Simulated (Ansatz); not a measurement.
# Hf: frozen-core PAW against all-electron methods

```
Hf
1.0
     3.19670    0.00000    0.00000
    -1.59835    2.76842    0.00000
     0.00000    0.00000    5.05780
Hf
2
Cartesian
  0.0000 1.8456 1.2645
  1.5983 0.9228 3.7934
```

Atom numbers follow the list: Hf1, Hf2.

The geometry is COD entry 9008501, unchecked; take it as a test cell.

No spin–orbit coupling, which matters for the heavy atoms here.

Methods: DFT, PBEsol, PAW with Ansatz's default frozen-core files, scalar-relativistic (Ansatz 0.2.0); DFT, PBEsol, all-electron PAW with datasets made for the crystal, scalar-relativistic (Ansatz 0.2.0); DFT, PBEsol, all-electron LAPW, scalar-relativistic (Ansatz 0.2.0).

For PAW: a Γ-centred 13×13×7 k mesh, Fermi–Dirac smearing of 0.05 eV, cutoff 420 eV, no spin polarisation; the PAW files were made with PBE, and the program remakes their frozen cores for this functional. The crystal-made all-electron datasets (AE datasets) take a cutoff of 400 eV at this cell. LAPW targets a basis error of 0.5 meV/atom. The Ansatz runs share mesh, smearing and spin set-up. Plane-wave (PAW) pressures include the program's estimate of the Pulay term.

Stress and pressure are positive in compression.

No spin–orbit coupling: at heavy atoms the gradients can be off by tens of per cent for that reason.

In a metal, gradients converge slowly with the k mesh: the values move by tens of per cent from one mesh to another, at times in sign, so only the comparison on one mesh counts.

Levels count from the Fermi level.

```
                             quantity     PAW  AE datasets    LAPW
                       pressure (GPa)   -3.73        -3.71   -3.70
                      stress xx (GPa)   -3.66        -3.64   -3.63
                      stress zz (GPa)   -3.86        -3.84   -3.84
       highest filled level at H (eV)  -0.188       -0.189  -0.188
         lowest empty level at H (eV)   2.502        2.502   2.502
       highest filled level at A (eV)  -5.405       -5.406  -5.406
         lowest empty level at A (eV)   0.145        0.146   0.146
       highest filled level at L (eV)  -0.993       -0.993  -0.993
         lowest empty level at L (eV)   1.190        1.190   1.190
field gradient Vzz at Hf1 (10²¹ V/m²)    9.18         9.11       –
```

PAW's pressure differs from the LAPW value by -0.02 GPa.
